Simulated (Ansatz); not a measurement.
B (bcc (W type), Im-3m) at seven volumes, DFT-r²SCAN in the program Ansatz with PAW potentials, scaled uniformly. One row is withheld.

```json
[
 {"V (Å³/atom)": "5.491", "P (GPa)": "28.06"},
 {"V (Å³/atom)": "5.672", "P (GPa)": "17.38"},
 {"V (Å³/atom)": "5.853", "P (GPa)": "8.10"},
 {"V (Å³/atom)": "6.034", "P (GPa)": "0.00"},
 {"V (Å³/atom)": "6.215", "P (GPa)": "-6.90"},
 {"V (Å³/atom)": "6.396", "P (GPa)": "-12.53"},
 {"V (Å³/atom)": "6.577", "P (GPa)": "?"}
]
```

### Question
Fit the shown pressures and predict the withheld one.

### Answer
Third-order Birch–Murnaghan: P = (3/2)B₀(x^(7/2) − x^(5/2))[1 + (3/4)(B′ − 4)(x − 1)] with x = (V₀/V)^(2/3). Least squares on the six rows gives V₀ = 6.036 Å³/atom, B₀ = 245.2 GPa, B′ = 4.07. At V = 6.577, x = 0.9444 and P = -17.68 GPa. The run itself gave -16.77 GPa.

A made-up cell: these elements were put on the sites of a structure type; neither database checked (COD, Materials Project) lists it. It is not the phase usual at ambient conditions (space group No. 166). The cell was relaxed with r²SCAN under the symmetry of its start. At this level the phase is mechanically unstable.

Potentials: the earlier of the program's two PAW sets.
